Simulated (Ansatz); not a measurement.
**Equation of state of Si₂Mo from a dense series**

```yaml
crystal:
  lattice:
    - [-1.60000, 1.60000, 3.93050]
    - [1.60000, -1.60000, 3.93050]
    - [1.60000, 1.60000, -3.93050]
  atoms:
    - { symbol: Si, position: [0.33300, 0.33300, 0.00000] }
    - { symbol: Si, position: [0.66700, 0.66700, 0.00000] }
    - { symbol: Mo, position: [0.00000, 0.00000, 0.00000] }
```

Atom numbers follow the list: Si1, Si2, Mo3.

Conventional cell: a = 3.200 Å, b = 3.200 Å, c = 7.861 Å, α = 90.00°, β = 90.00°, γ = 90.00°. Si (atom 1) is surrounded by 5 Si at 2.61 to 2.63 Å and 5 Mo at 2.62 Å. Mo (atom 3) has 10 Si at 2.62 Å as nearest neighbours.

The cell comes from COD entry 1010282, which wasn't checked; take it as a given geometry. It is an old determination, and later ones may differ.

Computed with DFT, PBEsol, all-electron LAPW, scalar-relativistic in Ansatz 0.2.0.

Numerical set-up: a Γ-centred 12×12×16 k mesh, Fermi–Dirac smearing of 0.03 eV, basis error target 1 meV/atom, no spin polarisation; this mesh doesn't keep the crystal's whole symmetry, which leaves small spurious terms.

The cell is scaled evenly. Fractional coordinates are held (clamped ions).

```tsv
V (Å³/atom)	P (GPa)
12.611	12.23
13.148	1.74
13.282	-0.54
13.416	-2.71
13.550	-4.75
13.684	-6.69
13.953	-10.26
14.221	-13.46
```

Task: Fit a third-order Birch–Murnaghan curve to the pressures.

Result: P = (3B0/2)(y^(7/2) − y^(5/2))[1 + (3/4)(B0′ − 4)(y − 1)] with y = (V0/V)^(2/3) fits within 0.01 GPa for V0 = 13.249 Å³/atom, B0 = 222.2 GPa and B0′ = 4.41.

Task: Predict the pressure at the withheld volume, 12.879 Å³/atom.

Result: There y = 1.0191, so the fit gives 6.70 GPa; the run gave 6.70 GPa.
